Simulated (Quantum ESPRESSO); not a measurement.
Al6VW, one composition in several site orders

Simulated, not a measurement. The program is pw.x of Quantum ESPRESSO 7.5 (plane-wave density functional theory). The cell is made up: eight metal atoms on a face-centred cubic lattice, with elements, volume, strain and displacements drawn at random and not relaxed, so it may be unstable or far from any real phase. PseudoDojo standard norm-conserving files set the functional (PBE unless stated); there is no spin polarisation or spin-orbit coupling, the Fermi-Dirac width of 0.25 eV means electrons at about 2900 K, and the masses in the input are unused placeholders. Heavy elements are run without spin-orbit coupling, which real alloys of them have. A spin test at this wide smearing found no moment, but such smearing suppresses magnetism that the real alloy may have.

The runs put one composition on the sites in different orders. Cell, positions, cutoff, mesh and smearing stay as in the input of run 1; sites are counted in its order. Stress in the tables is positive in tension.

Input of run 1:

```
&control calculation='scf', pseudo_dir='./dojo.nc.sr.pbe.v0_5.standard.upf', outdir='./o', disk_io='minimal', tprnfor=.true., tstress=.true. /
&system ibrav=0, nat=8, ntyp=3, nbnd=33, ecutwfc=84.00895049, nosym=.true., tot_charge=0,
 occupations='smearing', smearing='fd', degauss=0.0183746611
/
&electrons conv_thr=1.470e-08, electron_maxstep=70, mixing_beta=0.5 /
ATOMIC_SPECIES
Al 1.0 Al.upf
V 1.0 V.upf
W 1.0 W.upf
CELL_PARAMETERS angstrom
-3.9534 0.0069 -0.0019
-1.9708 -3.9188 -1.9428
-1.9669 -3.8964 5.7797
ATOMIC_POSITIONS angstrom
Al -0.0084 0.0923 0.0159
Al -1.9569 -3.9086 1.9032
V -1.9966 -2.0284 -0.0356
Al -3.9281 -5.9043 1.896
Al -3.8889 -3.943 3.7718
Al -3.9927 -3.9202 -0.0609
W -3.9802 -1.9105 1.9151
Al -5.8036 -5.8204 3.8349
K_POINTS automatic
8 6 4 1 1 1
```

```
run  elements on sites 1 to 8  free energy less that of run 1 (eV)  -TS (eV)  pressure (GPa)  stress xx (GPa)  stress yy (GPa)  stress zz (GPa)  stress yz (GPa)  stress xz (GPa)  stress xy (GPa)  iterations
  1     Al Al V Al Al Al W Al                                0.000    -1.092            4.43            -0.26            -5.51            -7.53            -1.83            -0.16            -0.39          12
  2     Al Al V W Al Al Al Al                               -0.841    -0.835            2.28             3.72           -12.46             1.90             1.05             0.42            -0.32          13
  3     Al Al V Al Al W Al Al                                0.049    -0.991            5.27            -2.45            -5.04            -8.32            -3.28            -0.28            -0.39          12
  4     Al Al Al V Al W Al Al                               -0.249    -1.026            4.15             2.87            -7.42            -7.89            -0.56            -0.02             0.26          13
```

Forces Fx Fy Fz (eV/Å):

| site | run 1 | run 2 | run 3 | run 4 |
| --- | --- | --- | --- | --- |
| 1 | 0.19 -1.00 -0.19 | 0.22 -1.17 -0.32 | 0.17 -1.09 -0.06 | 0.19 -0.41 -0.41 |
| 2 | -0.12 0.10 -0.46 | -0.07 -0.01 -0.29 | -0.12 0.00 -0.54 | -0.07 -0.22 -0.07 |
| 3 | 0.23 0.58 0.57 | 0.24 0.82 0.25 | 0.28 0.93 0.01 | 0.18 0.57 0.82 |
| 4 | 0.12 0.02 -0.52 | 0.18 0.31 -0.27 | 0.10 0.22 -0.45 | 0.08 0.35 -0.21 |
| 5 | -0.16 0.22 0.52 | -0.17 0.21 0.66 | -0.07 0.16 0.73 | -0.09 0.65 -0.06 |
| 6 | 0.28 0.11 0.22 | 0.28 0.05 0.20 | 0.32 -0.02 0.76 | 0.42 -0.20 0.37 |
| 7 | 0.16 -0.11 -0.56 | 0.15 -0.09 -0.36 | 0.12 -0.20 -0.89 | 0.09 -0.33 -0.03 |
| 8 | -0.71 0.09 0.41 | -0.83 -0.11 0.13 | -0.80 0.00 0.45 | -0.82 -0.41 -0.41 |

The sites are displaced and not relaxed, so the energy differences mix bonding between neighbours with strain and are not ordering energies. A rerun of one cell of this series at a higher cutoff and on a denser mesh moved values by no more than 0.002 eV in energy, 0.05 GPa in stress and 0.008 eV/Å in force, and a second program with other atomic files agreed on that cell to 2 % rms in force and 0.5 GPa in pressure.